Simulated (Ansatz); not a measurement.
**Elastic constants of Ta at 8 GPa (stress–strain coefficients): input and output**

The calculation used Ansatz, DFT PBEsol, scalar-relativistic, plane waves, PAW.

Launched with:
```bash
ansatz run input.yaml --threads 1 --pin off --max-ram 3072MiB --backend cpu --events-out ev --progress --plain --runs-dir out
```

Input (bare energies are in eV):
```yaml
crystal:
  lattice:
    - [-1.6221914548, 1.6221914548, 1.6221914548]
    - [1.6221914548, -1.6221914548, 1.6221914548]
    - [1.6221914548, 1.6221914548, -1.6221914548]
  atoms:
    - { symbol: Ta, position: [0.0, 0.0, 0.0] }
basis:
  ecutwfc: 420
kpoints:
  mp_grid: { grid: [20, 20, 20] }
hamiltonian:
  xc: pbesol
scf:
  occupations: { method: fermi_dirac, width: 0.15 }
output:
  forces: true
  stress: true
  eigenvalues: true
elastic:
  mode: relaxed_ion
  amplitude: 0.005
```

From the output:
```
--- Elastic constants: 2 strain directions × 4 members + reference (group order 48) ---
  dense FFT box of the reference and of every strained cell: 20×20×20
  strains applied: 11, 23; error gains: componentwise 1.00 (the most a stress slope's error grows in a printed constant), spectral 1.73 (1 for all six strains in a standard setting)
  C = ∂σ_k/∂η_j (tension-positive GPa; Voigt order 11 22 33 23 13 12):
       323.336    192.080    192.080      0.000      0.000      0.000
       192.080    323.336    192.080     -0.000      0.000      0.000
       192.080    192.080    323.336      0.000      0.000      0.000
        -0.000      0.000     -0.000     80.691     -0.000      0.000
        -0.000     -0.000     -0.000      0.000     80.691      0.000
        -0.000      0.000      0.000     -0.000     -0.000     80.691
  reference stress σ⁰ (GPa):     -7.985     -7.985     -7.985      0.000     -0.000     -0.000
  C* (energy form; C + prestress term) asymmetry max|C*_kj − C*_jk| = 1.421e-13 GPa — a small one proves nothing (zero by symmetry where the batch's group is 432, −43m or m−3m); a large one is finite-difference/SCF noise where every solve ...
  moduli (Voigt/Reuss/Hill, GPa): K = 235.83/235.83/235.83   G = 74.67/73.91/74.29   E = 201.68   ν = 0.357
  mechanically stable: yes (min eigenvalue of sym C = 80.69 GPa)
  strain η (Voigt 11):  stress-route row diagonal C_11 = 323.34 GPa, energy-path curvature d²(F+E_count+ΔE)/dδ²/Ω₀ = 323.39 GPa
    cells at ±δ against ±2δ: C31 192.12 and 192.25 GPa, apart by 0.04 % of the column's largest entry
         δ    σ_11 (GPa) F (eV) n_scf n_hpsi n_pw
    -1.000e-2     -11.3065       -9806.5212337       7  129067    362   relax 0 steps, max|allowed force component| 0.00e0 eV/Å
    -5.000e-3      -9.6238       -9806.5268075       3  104127    370   relax 0 steps, max|allowed force component| 0.00e0 eV/Å
     5.000e-3      -6.3907       -9806.5353251       4  109770    370   relax 0 steps, max|allowed force component| 0.00e0 eV/Å
     1.000e-2      -4.8415       -9806.5383149       6  109627    370   relax 0 steps, max|allowed force component| 0.00e0 eV/Å
  strain η (Voigt 23):  stress-route row diagonal C_44 = 80.69 GPa, energy-path curvature d²(F+E_count+ΔE)/dδ²/Ω₀ = 84.72 GPa
    cells at ±δ against ±2δ: C44 80.66 and 80.58 GPa, apart by 0.10 % of the column's largest entry
         δ    σ_23 (GPa) F (eV) n_scf n_hpsi n_pw
    -1.000e-2      -0.8058       -9806.5310464       7  226139    370   relax 0 steps, max|allowed force component| 0.00e0 eV/Å
    -5.000e-3      -0.4033       -9806.5313838       3  192304    370   relax 0 steps, max|allowed force component| 0.00e0 eV/Å
     5.000e-3       0.4033       -9806.5313838       3  189897    370   relax 0 steps, max|allowed force component| 0.00e0 eV/Å
     1.000e-2       0.8058       -9806.5310464       6  197966    370   relax 0 steps, max|allowed force component| 0.00e0 eV/Å
```

Time: 33 s on 1 thread of AMD EPYC 9R45 96-Core Processor (Zen 5), on a shared host, peak memory 0.57 GiB.

In a metal, frequencies and elastic constants depend on the k mesh and the smearing, soft modes and shear constants most. Spin–orbit coupling is left out, which can shift energies with elements as heavy as these.